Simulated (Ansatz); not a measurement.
# Perturbing SrCdSiS4

Base: a COD entry, ions relaxed with PBE at fixed cell.

Space group Ama2 (No. 40); a = 10.2821, b = 10.1551, c = 6.3699 Å.

```
site  Wyckoff  site symmetry       x       y       z
  Sr       4a            ..2  0.0000  0.0000  0.0018
  Cd       4b            m..  0.7500  0.8326  0.4414
  Si       4b            m..  0.7500  0.2177  0.4889
  S7       8c              1  0.4181  0.7755  0.6888
 S11       4b            m..  0.7500  0.8997  0.8133
 S13       4b            m..  0.7500  0.0664  0.2592
```

One atom of each set is listed; the run and its k-mesh use a cell of 14 atoms with edges of 10.28, 5.99, 5.99 Å.

The numbers come from a DFT calculation in Ansatz (PBE, plane waves and PAW, scalar-relativistic, 420 eV cutoff, Γ-centred 3×5×5 k-points, Fermi–Dirac smearing 0.02 eV).

(1) Variant: atom 6 (Si) replaced by Ti, ions relaxed, the cell held. What happens to the gradients (10²¹ V/m²)?

Answers

(1) 

| site | atoms alike | V_zz base | η base | V_zz variant | η variant |
| --- | --- | --- | --- | --- | --- |
| Sr | 2 | -3.72 | 0.74 | -3.55 | 0.78 |
| Cd3 | 1 | -10.42 | 0.07 | -10.42 | 0.10 |
| Cd4 | 1 | -10.42 | 0.07 | -12.21 | 0.54 |
| Si5 | 1 | -0.87 | 0.93 | -0.92 | 0.84 |
| Si6 | 1 | -0.87 | 0.93 | Ti 2.03 | 0.51 |
| S7 | 2 | 9.33 | 0.78 | 5.41 | 0.11 |
| S8 | 2 | 9.33 | 0.78 | 9.39 | 0.76 |
| S11 | 1 | 9.72 | 0.96 | 9.86 | 0.96 |
| S12 | 1 | 9.72 | 0.96 | 6.03 | 0.22 |
| S13 | 1 | 10.06 | 0.57 | 10.10 | 0.55 |
| S14 | 1 | 10.06 | 0.57 | 3.78 | 0.03 |

The largest change of V_zz along a kept axis among the elements kept is on Cd4, from -10.42 to -12.21. The whole tensor moves most on S7, by 12.20 along its most changed direction. In per cent, |V_zz| changes by -4 on Sr, 0 to +17 on Cd, +7 on Si, 0 to +1 on S (all sites that start above 0.5, bar those whose gradient vanishes or changes sign or whose main axis turns by over 40°). Where |V_zz| stays above 0.1 and the axes keep their order, η moves most on Cd4, from 0.07 to 0.54. On S14, S12, S7 the largest principal value lies along another axis in the second run, so the two V_zz can't be compared directly. The number of symmetry-distinct sites goes from 6 to 11.

The Ti atoms stand 5.99 Å apart, so this is an ordered compound, not a dilute alloy. The relaxation keeps the symmetry of the start, which can hold atoms on axes and η at zero.

Without spin–orbit coupling (the program notes it for Cd and Sr) the gradients are little affected as a rule: paired runs on crystals with a gap mostly move them by under 2 % at such atoms.
